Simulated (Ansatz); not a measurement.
With PBE in the plane-wave PAW code Ansatz, Si$_{2}$Ni in the fluorite or antifluorite type structure (Fm-3m) relaxes to a = 5.445 Å. Ni has 8 nearest neighbours from 2.36 Å (cubic). Its formation energy from the elements is -0.35 eV/atom, with no fitted shifts.

Electronic character: metallic (no gap). The magnetic state found is non-magnetic (starting moments vanished).

An equation-of-state fit gives a bulk modulus of 1430 kbar.

The cell was relaxed with PBE under the symmetry of its start. The workflow began spin-polarised and lost its moments. The references are the lowest solids computed at this level, not always the standard phases.

Potentials: the later of the program's two PAW sets.
